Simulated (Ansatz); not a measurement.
AlPd$_{3}$N:
```cif
data_AlNPd3
_chemical_formula_sum 'Al1 Pd3 N1'
_space_group_name_H-M_alt 'P 1'
_space_group_IT_number 1
_cell_length_a 4.10384
_cell_length_b 4.10384
_cell_length_c 4.10384
_cell_angle_alpha 90.000
_cell_angle_beta 90.000
_cell_angle_gamma 90.000
loop_
_space_group_symop_operation_xyz
  'x, y, z'
loop_
_atom_site_label
_atom_site_type_symbol
_atom_site_fract_x
_atom_site_fract_y
_atom_site_fract_z
_atom_site_occupancy
Al1 Al 0.00000 0.00000 0.00000 1
Pd1 Pd 0.00000 0.50000 0.50000 1
Pd2 Pd 0.50000 0.00000 0.50000 1
Pd3 Pd 0.50000 0.50000 0.00000 1
N1 N 0.50000 0.50000 0.50000 1
```

Relaxed with r²SCAN.

Problem. Tabulate the valence density and the electron localisation function along the shortest Pd–N contact (2.05 Å), r²SCAN in the plane-wave PAW code Ansatz.

Solution. 

| distance from Pd (Å) | density (e/Å³) | ELF |
|---|---|---|
| 0.21 | 12.93 | 0.31 |
| 0.31 | 11.64 | 0.40 |
| 0.41 | 9.66 | 0.46 |
| 0.51 | 7.24 | 0.47 |
| 0.62 | 4.83 | 0.44 |
| 0.72 | 2.85 | 0.36 |
| 0.82 | 1.58 | 0.27 |
| 0.92 | 0.97 | 0.20 |
| 1.03 | 0.77 | 0.21 |
| 1.13 | 0.77 | 0.36 |
| 1.23 | 0.90 | 0.60 |
| 1.33 | 1.17 | 0.76 |
| 1.44 | 1.60 | 0.81 |
| 1.54 | 2.20 | 0.77 |
| 1.64 | 2.85 | 0.66 |
| 1.74 | 3.32 | 0.43 |
| 1.85 | 3.50 | 0.20 |

The density is the valence pseudo-density with augmentation charge, so density and ELF within about 1 Å of a nucleus are not all-electron values.

Space group Pm-3m (anti-perovskite). The start of the workflow was typed in or built on a structure type; neither database checked (COD, Materials Project) lists it. Its standing as an ambient phase is unchecked. The cell was relaxed with r²SCAN under the symmetry of its start; its stability against distortions is not shown here. No spin polarisation was allowed. The volume moved by 16 % from the start of the relaxation.

Potentials: the later of the program's two PAW sets.
